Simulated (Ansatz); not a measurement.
Problem. Each is relaxed and computed with PBE in the plane-wave PAW code Ansatz. Which is the only metal?
(A) GeS2, R-3m (Ge on 3a, S on 6c)
(B) GeS, P4/nmm (Ge on 2c, S on 2a)
(C) GeSe, wurtzite
(D) VGe, P6/mmm (V on 3f, Ge on 1a, Ge on 2d)

Solution. D, VGe, P6/mmm (V on 3f, Ge on 1a, Ge on 2d). VGe: metal; GeS: gap 0.53 eV (indirect); GeSe: gap 0.91 eV (indirect); GeS2: gap 0.67 eV (indirect). Constructed cells (a structure type filled with these elements, in neither database checked): VGe, P6/mmm (V on 3f, Ge on 1a, Ge on 2d); GeS, P4/nmm (Ge on 2c, S on 2a); GeSe, wurtzite; GeS2, R-3m (Ge on 3a, S on 6c). Not the usual ambient phase: GeSe, wurtzite. Began spin-polarised and lost the moments: VGe, P6/mmm (V on 3f, Ge on 1a, Ge on 2d). Weakly bound layers, chains or molecules computed without a dispersion correction, so cells and soft constants are ill determined: GeS, P4/nmm (Ge on 2c, S on 2a); GeS2, R-3m (Ge on 3a, S on 6c). All cells were relaxed under the symmetry of their starts (and spin orders); stability against distortions was not tested throughout. Scalar-relativistic: spin–orbit coupling is off unless named, which matters more the heavier the elements.

Potentials: the later of the program's two PAW sets.
